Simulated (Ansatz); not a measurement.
B:
Space group Cmce (No. 64); a = 2.901 Å, b = 5.267 Å, c = 3.224 Å, α = 90.00°, β = 90.00°, γ = 90.00°

```
atom  site  symmetry       x       y       z
----  ----  --------  ------  ------  ------
B       8f       m..  0.0000  0.1565  0.0902
```
(The calculation used a cell of 4 atoms; values per cell refer to that cell.)

Relaxed with LDA.

Decompose the optical modes at the zone centre into irreducible representations, and say which are infrared and Raman allowed.

Point group mmm: Γ_opt = 2Ag + Au + B1g + B1u + B2g + B2u + 2B3g. Infrared: B1u, B2u. Raman: Ag, B1g, B2g, B3g.

Assign frequencies (DFPT, the program Ansatz at the LDA level (PAW)).

B1g 381, B1u 463, Au 605, B3g 692, Ag 694, B3g 823, B2u 833, B2g 902, Ag 957 cm⁻¹.

Subscripts of B labels follow the axes of the standard setting.

The cell is a constructed one: a structure type filled with these elements; neither database checked (COD, Materials Project) lists it. It is not the phase usual at ambient conditions (space group No. 166). The LDA relaxation kept the symmetry of its start; of distortions, only those at the zone centre were tested. A crystal of weakly bound layers computed without a dispersion correction: the cell and the soft elastic constants depend strongly on that. As this level gives no gap, phonon frequencies hold no LO–TO term and depend on the k-mesh and smearing (Fermi–Dirac, 0.1 eV here).

Potentials: the later of the program's two PAW sets.
